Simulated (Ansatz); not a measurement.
**Two states of BaCrF₆**

```
CELL_PARAMETERS angstrom
3.65052 2.10763 2.37025
-3.65052 2.10763 2.37025
0.00000 -4.21525 2.37025
ATOMIC_POSITIONS crystal
Ba 0.50000 0.50000 0.50000
F 0.26000 0.89700 0.26000
F 0.26000 0.26000 0.89700
F 0.89700 0.26000 0.26000
F 0.74000 0.10300 0.74000
F 0.10300 0.74000 0.74000
F 0.74000 0.74000 0.10300
Cr 0.00000 0.00000 0.00000
```

Level: r2SCAN; 500 eV; 5×5×5 Γ-centred mesh; fermi-dirac occupations (width 0.0124 eV); Ansatz 0.2.0, fixed geometry.

State A: Cr8 up (collinear spin). State B: no moments (no spin polarisation).

Question: Compare the two self-consistent states.

Answer: State A is lower by 208.1 meV an atom at zero smearing; in free energy at this smearing B lies +207.2 meV an atom from A.

```tsv
state	free energy (meV/atom)	largest moment in a small sphere (μB)	net moment (μB/cell)	gap on mesh (eV)	pressure (GPa)	largest force (eV/Å)
A	0.0	1.61	2.00	0.52	1.3	0.76
B	207.2	0.00	0.00	metal	0.4	0.66
```

Origin: a database entry at a rescaled volume. Caveats: the state breaks the symmetry of the cell; the Fermi level lies in a narrow band between gaps, which spin or distortion may split.
